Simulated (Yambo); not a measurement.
G0W0@PBEsol for TiNCl (space group Pmmn, No. 59) in Yambo. Reference settings: 4×4×1 Γ-centred k mesh, bands 3 to 155 and a 7 Ry block in the screening, 155 bands in G with the Bruneval-Gonze terminator, plasmon pole fitted at 27.2 eV. The PBEsol gap Γ → Γ on this mesh is 0.57 eV; G0W0 gaps are taken between the same points.

The settings were changed. The gap went from 1.30 eV to 1.30 eV, and the shift of the valence edge from 0.29 eV to 0.50 eV.

Q: Name the change that produced these shifts.
A) pole fitted at 40 eV
B) 2×2×1 mesh
C) 63 bands in G
D) 63 bands in W, 63 bands in G

A: D, 63 bands in W, 63 bands in G. The others gave (gap, valence shift): 2×2×1 mesh: 1.28, 0.37 eV; pole fitted at 40 eV: 1.30, 0.26 eV; 63 bands in G: 1.25, 0.34 eV.

Geometry relaxed with PBE+D3(BJ); primitive cell a = 3.2494 Å, b = 3.9283 Å, c = 7.7664 Å, α = β = γ = 90.00°.

A shift is the quasiparticle energy of the state minus its PBEsol energy.
